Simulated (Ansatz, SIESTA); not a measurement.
This is a calculation of SnTe3 for Ansatz 0.2.0. Atoms were shifted at random by some hundredths of an Å from the given cell, which wasn't relaxed again for these runs. The cell comes from a database or a generator and needn't be the stable form of this composition.

input.yaml

```yaml
crystal:
  lattice:
    - [0.0, 3.861219, 3.861219]
    - [3.861219, 0.0, 3.861219]
    - [3.861219, 3.861219, 0.0]
  atoms:
    - { symbol: Te, position: [0.500798, 0.509627, 0.488158] }
    - { symbol: Te, position: [0.753282, 0.746825, 0.749367] }
    - { symbol: Te, position: [0.240501, 0.256363, 0.255882] }
    - { symbol: Sn, position: [-0.00029, 0.000104, -0.000658] }
hamiltonian:
  xc: pbe
  pseudopotentials: { kind: paw }
kpoints:
  mp_grid: { grid: [6, 6, 6] }
scf:
  occupations: { method: fermi_dirac, width: 0.05 }
output:
  forces: true
  stress: true
  eigenvalues: true
```

Potentials or basis: Ansatz PAW.

Run with:

```console
$ ansatz run input.yaml --threads 2 --pin off --max-ram 5120MiB --backend cpu --events-out ev --progress --plain --runs-dir out
```

**Question.** Set up the same calculation for SIESTA 5.4.2. Potentials or basis there: files PseudoDojo sr-pbe-0.4.1-standard, DZP (energy shift 0.003 Ry; two zetas on semicore shells).

**Answer.** As run (cutoffs and basis follow the program's own potentials, and thresholds, step limits or extra output files can differ):

File SnTe3.fdf:

```
SystemName                      SnTe3
SystemLabel                     SnTe3
NumberOfSpecies                 2
NumberOfAtoms                   4
%block ChemicalSpeciesLabel
  1  52 Te
  2  50 Sn
%endblock ChemicalSpeciesLabel

LatticeConstant                 1.0 Ang
%block LatticeVectors
     0.0000000000     3.8612190000     3.8612190000
     3.8612190000     0.0000000000     3.8612190000
     3.8612190000     3.8612190000     0.0000000000
%endblock LatticeVectors
AtomicCoordinatesFormat         Fractional
%block AtomicCoordinatesAndAtomicSpecies
     0.5007980000     0.5096270000     0.4881580000  1  Te
     0.7532820000     0.7468250000     0.7493670000  1  Te
     0.2405010000     0.2563630000     0.2558820000  1  Te
    -0.0002900000     0.0001040000    -0.0006580000  2  Sn
%endblock AtomicCoordinatesAndAtomicSpecies

%block kgrid.MonkhorstPack
    6   0   0  0.0
    0   6   0  0.0
    0   0   6  0.0
%endblock kgrid.MonkhorstPack
XC.Functional                   GGA
XC.Authors                      PBE
PAO.BasisSize                   DZP
PAO.EnergyShift                 0.003 Ry
Mesh.Cutoff                     500 Ry
OccupationFunction              FD
ElectronicTemperature           0.05 eV
MaxSCFIterations                120
SCF.MustConverge                false
SCF.Mixer.Method                Pulay
SCF.Mixer.Weight                0.25
SCF.Mixer.History               8
SCF.DM.Tolerance                5.0e-05
SCF.H.Tolerance                 1.0e-03 eV
WriteForces                     true
Charge.Mulliken                 end
%block PAO.Basis
  Te 4
  n=5 0 2
    5.635 0.000
  n=5 1 2
    7.297 0.000
  n=4 2 2
    3.260 0.000
  n=5 2 1
    7.297
  Sn 4
  n=5 0 2
    6.432 0.000
  n=5 1 2
    8.686 0.000
  n=4 2 2
    3.759 0.000
  n=5 2 1
    8.686
%endblock PAO.Basis
```

Potentials or basis: PseudoDojo 0.4 standard (PBE files), converted to PSML, two zetas on semicore shells, DZP (energy shift 0.003 Ry; two zetas on semicore shells).

The run is started by

```console
$ siesta < SnTe3.fdf > SnTe3.out 2>&1
```

Both were run:

|  | Ansatz | SIESTA |
| --- | --- | --- |
| Pressure | 0.2 GPa | 1.4 GPa |
| Energy over the undisturbed cell | -0.1 meV/atom | 1.1 meV/atom |

Ansatz's pressure holds a Pulay term of +0.03 GPa for its cutoff of 420 eV, which the other run lacks.

Where Ansatz's input types no cutoff or centring, it takes its own default and a Γ-centred mesh.

The undisturbed cell isn't at this level's minimum, so the move can lower the energy.

Pressure is positive in compression.
